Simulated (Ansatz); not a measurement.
# Relaxing a structure of Pt

The start is a relaxed Pt cell, doubled along one cell vector, shaken by Gaussian noise of σ = 0.08 Å a coordinate. The structure is fully relaxed (lattice and positions, P = 0) with PBE (plane waves to 420 eV, PAW, scalar-relativistic; Ansatz, a first-principles code). First-step values are on the input's coarse k-mesh.

Ansatz input (later rounds restart from its end on a renewed k-mesh):
Ansatz 0.2 input:
```yaml
crystal:
  lattice:
    - [9.0614665435, 0, 0]
    - [-2.2653666359, 3.9237301111, 0]
    - [0, 0, 2.7035272792]
  atoms:
    - { symbol: Pt, position: [-0.0029093222, 0.0285795103, 0.0099526167] }
    - { symbol: Pt, position: [0.5321098484, 0.0407370706, 0.0091765104] }
    - { symbol: Pt, position: [0.1600270462, 0.6536073429, 0.5366913569] }
    - { symbol: Pt, position: [0.6617518948, 0.6972275744, 0.5241333834] }
    - { symbol: Pt, position: [0.3450769831, 0.3541353429, 0.5388278716] }
    - { symbol: Pt, position: [0.8260281262, 0.3162794345, 0.5162839363] }
basis: { ecutwfc: 420, ecutrho_ratio: 4, xc_grid: 2, fft_grid_basis: typed }
kpoints: { mp_grid: { grid: [4, 8, 12] } }
hamiltonian:
  xc: pbe
  dispersion: none
  pseudopotentials: { azcp: { folder: ./paw }, kind: paw }
scf: { occupations: { method: fermi_dirac, width: 0.05 } }
relax: { f_tol: 0.01, max_steps: 100, cell: { stress_tol: 0.02 } }
output: { forces: true, stress: true }
```

| Quantity | Value |
|---|---|
| Largest initial force | 3.45 eV/Å, on Pt6 (atoms numbered as listed) |
| Energy released | 0.26 eV/atom |
| Volume change | -1.3 %, from 16.02 to 15.82 Å³/atom |
| Relative to the parent | It does not go back: it reaches I4/mmm (No. 139), AFLOW prototype A_tI2_139_a (A_a), 0.14 eV/atom below the parent |
| Shortest distances (start → end) | The closest pairs of elements (up to four, under 3.6 Å), start → end: Pt–Pt 2.43 → 2.74 Å |
| Band gap at the end | zero (metallic) |
| Optimiser moves | 18 |

Final structure:

Space group I4/mmm (No. 139); a = b = 3.399 Å, c = 2.738 Å, α = β = γ = 90.00°

| atom | site | symmetry | x | y | z |
|---|---|---|---|---|---|
| Pt | 2a | 4/mmm | 0.0000 | 0.0000 | 0.0000 |
(The calculation used a cell of 1 atom; values per cell refer to that cell.)

Final values are on a 22×22×22 k-mesh of the relaxed cell. No spin polarisation in the result.

The relaxed structure here is a generated cell of Pt: the first start was made by placing the elements on the sites of a structure type, and the end was not matched to a known phase here, so it may be hypothetical. Known forms of Pt include space group No. 225.
